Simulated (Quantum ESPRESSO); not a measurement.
## Calculated data, AlSi3C3N (made-up cell)

All values are calculated (Quantum ESPRESSO 7.5). Calculation on a made-up crystal cell, not a measurement: periodic Kohn-Sham density functional theory in plane waves with PseudoDojo standard norm-conserving scalar-relativistic pseudopotentials, each functional with its own files (v0.5 for PBE, v0.4.1 for LDA and PBEsol), no spin polarisation, no spin-orbit coupling, atoms not relaxed, stress positive in tension, energies less a fixed whole-eV offset for each atom's element; levels are Kohn-Sham levels at fractions of this cell's reciprocal vectors, counted from the reference band (half the neutral cell's valence electrons, rounded up) at Gamma; error bars cover cutoff and k-mesh only, not smearing or the files; added strain carries the atoms with the cell, and shear is the tensor component; each bar is the largest change over components, and at least 0.002 eV, 0.002 eV per angstrom or 0.02 GPa; energies are for the whole cell, and the offsets were chosen from early runs and are not element reference energies.

Settings shared by all entries: lattice type wurtzite; functional pbe; cutoff 1143 eV; fermi dirac smearing 0.025 eV; scf tolerance 1e-07 eV; electrons removed 0; added strain kind zz; k mesh 5 x 4 x 4, shifted by half a step.

```yaml
- entry: 1
  formula: AlSi3C3N
  kind: "made-up cell"
  unstrained_structure:
    cell_angstrom:
      - [3.2146, 0.0106, 0.0066]
      - [0.0183, 5.5134, -0.0037]
      - [0.0107, -0.0035, 5.2812]
    atoms_fractional:
      - [Si, -0.01003, 0.0108, -0.01566]
      - [Al, 0.51459, 0.48965, 0.03104]
      - [Si, 0.48867, 0.16269, 0.50899]
      - [Si, 0.02899, 0.67081, 0.52666]
      - [C, 0.00278, 0.01211, 0.36723]
      - [C, 0.49007, 0.48244, 0.39236]
      - [C, 0.51136, 0.18598, 0.88457]
      - ["N", -0.02135, 0.64196, 0.85]
  given:
    added_strain: 0.0007
    structure_shown: "before the added strain of 0.0007"
    atom_site: [1, 2, 3, 4, 5, 6, 7, 8]
    "atom_energy_offset [eV]": [-115, -64, -115, -115, -163, -163, -163, -283]
  results:
    "free_energy_less_offsets [eV]": -2.716
    "smearing_term_minus_ts [eV]": 0.0
    scf_iterations: 13
    "pressure [GPa]": -12.37
    "stress_xx [GPa]": 17.37
    "stress_yy [GPa]": 9.165
    "stress_zz [GPa]": 10.57
    "stress_yz [GPa]": -0.9516
    "stress_xz [GPa]": 1.32
    "stress_xy [GPa]": 1.294
    force_site: [1, 2, 3, 4, 5, 6, 7, 8]
    "force_x [eV/angstrom]": [0.8178, -0.5254, 0.713, -1.113, -0.3693, 0.6095, -0.9839, 0.8513]
    "force_y [eV/angstrom]": [-0.51, 2.423, 0.7358, -1.307, -1.718, 2.38, -4.761, 2.756]
    "force_z [eV/angstrom]": [1.263, -1.134, -0.4876, -3.219, 1.093, 1.594, -2.068, 2.958]
    reference_band: 16
    level_k_point: [Gamma, "(1/2,1/2,1/2)", "(0.15,0,0)", "(0,0.15,0)", "(0,0,0.15)"]
    "next_band_up [eV]": [2.254, 1.493, 2.616, 2.391, 2.369]
    "error_bar_energy [eV]": 0.01582
    "error_bar_stress [GPa]": 0.1601
    "error_bar_force [eV/angstrom]": 0.008701
    "error_bar_next_band_up [eV]": 0.002971
    error_bars_from: "tighter rerun of a related cell"
- entry: 2
  formula: AlSi3C3N
  kind: "made-up cell"
  unstrained_structure:
    cell_angstrom:
      - [3.2146, 0.0106, 0.0066]
      - [0.0183, 5.5134, -0.0037]
      - [0.0107, -0.0035, 5.2812]
    atoms_fractional:
      - [Si, -0.01003, 0.0108, -0.01566]
      - [Al, 0.51459, 0.48965, 0.03104]
      - [Si, 0.48867, 0.16269, 0.50899]
      - [Si, 0.02899, 0.67081, 0.52666]
      - [C, 0.00278, 0.01211, 0.36723]
      - [C, 0.49007, 0.48244, 0.39236]
      - [C, 0.51136, 0.18598, 0.88457]
      - ["N", -0.02135, 0.64196, 0.85]
  given:
    added_strain: 0.0153
    structure_shown: "before the added strain of 0.0153"
    atom_site: [1, 2, 3, 4, 5, 6, 7, 8]
    "atom_energy_offset [eV]": [-115, -64, -115, -115, -163, -163, -163, -283]
  results:
    "free_energy_less_offsets [eV]": -2.597
    "smearing_term_minus_ts [eV]": 0.0
    scf_iterations: 13
    "pressure [GPa]": -14.61
    "stress_xx [GPa]": 17.37
    "stress_yy [GPa]": 9.381
    "stress_zz [GPa]": 17.1
    "stress_yz [GPa]": -1.051
    "stress_xz [GPa]": 1.13
    "stress_xy [GPa]": 1.326
    force_site: [1, 2, 3, 4, 5, 6, 7, 8]
    "force_x [eV/angstrom]": [0.8185, -0.523, 0.7087, -1.147, -0.3674, 0.6258, -0.983, 0.8672]
    "force_y [eV/angstrom]": [-0.5321, 2.381, 0.709, -1.313, -1.667, 2.337, -4.66, 2.745]
    "force_z [eV/angstrom]": [1.224, -0.9279, -0.484, -2.856, 1.117, 1.425, -2.073, 2.574]
    reference_band: 16
    level_k_point: [Gamma, "(1/2,1/2,1/2)", "(0.15,0,0)", "(0,0.15,0)", "(0,0,0.15)"]
    "next_band_up [eV]": [2.29, 1.416, 2.546, 2.431, 2.405]
    "error_bar_energy [eV]": 0.01582
    "error_bar_stress [GPa]": 0.1601
    "error_bar_force [eV/angstrom]": 0.008701
    "error_bar_next_band_up [eV]": 0.002971
    error_bars_from: "tighter rerun of a related cell"
- entry: 3
  formula: AlSi3C3N
  kind: "made-up cell"
  unstrained_structure:
    cell_angstrom:
      - [3.2146, 0.0106, 0.0066]
      - [0.0183, 5.5134, -0.0037]
      - [0.0107, -0.0035, 5.2812]
    atoms_fractional:
      - [Si, -0.01003, 0.0108, -0.01566]
      - [Al, 0.51459, 0.48965, 0.03104]
      - [Si, 0.48867, 0.16269, 0.50899]
      - [Si, 0.02899, 0.67081, 0.52666]
      - [C, 0.00278, 0.01211, 0.36723]
      - [C, 0.49007, 0.48244, 0.39236]
      - [C, 0.51136, 0.18598, 0.88457]
      - ["N", -0.02135, 0.64196, 0.85]
  given:
    added_strain: 0.0231
    structure_shown: "before the added strain of 0.0231"
    atom_site: [1, 2, 3, 4, 5, 6, 7, 8]
    "atom_energy_offset [eV]": [-115, -64, -115, -115, -163, -163, -163, -283]
  results:
    "free_energy_less_offsets [eV]": -2.512
    "smearing_term_minus_ts [eV]": 0.0
    scf_iterations: 13
    "pressure [GPa]": -15.7
    "stress_xx [GPa]": 17.35
    "stress_yy [GPa]": 9.477
    "stress_zz [GPa]": 20.29
    "stress_yz [GPa]": -1.095
    "stress_xz [GPa]": 1.039
    "stress_xy [GPa]": 1.34
    force_site: [1, 2, 3, 4, 5, 6, 7, 8]
    "force_x [eV/angstrom]": [0.8182, -0.5208, 0.7056, -1.161, -0.3658, 0.6329, -0.9816, 0.8726]
    "force_y [eV/angstrom]": [-0.543, 2.359, 0.6942, -1.314, -1.641, 2.313, -4.605, 2.737]
    "force_z [eV/angstrom]": [1.191, -0.8377, -0.4941, -2.688, 1.141, 1.352, -2.062, 2.398]
    reference_band: 16
    level_k_point: [Gamma, "(1/2,1/2,1/2)", "(0.15,0,0)", "(0,0.15,0)", "(0,0,0.15)"]
    "next_band_up [eV]": [2.301, 1.374, 2.508, 2.45, 2.415]
    "error_bar_energy [eV]": 0.01582
    "error_bar_stress [GPa]": 0.1601
    "error_bar_force [eV/angstrom]": 0.008701
    "error_bar_next_band_up [eV]": 0.002971
    error_bars_from: "tighter rerun of a related cell"
```
